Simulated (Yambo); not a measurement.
Material: RbCdF3 (cubic perovskite, space group Pm-3m, No. 221); a = 4.425 Å, b = 4.425 Å, c = 4.425 Å, α = 90.00°, β = 90.00°, γ = 90.00° (5 atoms in the cell). The geometry is that of Materials Project entry mp-6951, symmetrised and not relaxed again.

With norm-conserving PBEsol (Quantum ESPRESSO, 102 Ry, no spin-orbit coupling), the gap between the mesh's edge points (R → Γ) is 3.079 eV.

Q: By how much does one-shot G0W0 (Yambo; 4×4×4 Γ-centred k mesh, bands 5 to 132 and a 7 Ry block in the screening, 132 bands in G with the Bruneval-Gonze terminator, plasmon pole fitted at 27.2 eV) open this gap, and what gap results?

A: The correction is 3.128 eV, giving 6.207 eV, 2.0 times the PBEsol value.  Convergence of the G0W0 settings was not tested. Spin-orbit splittings are left out. The cell is held in this high symmetry; tilts and polar distortions were not searched.

The structure is a Materials Project entry; no match was found in the copy of COD used, and its stability was not checked.
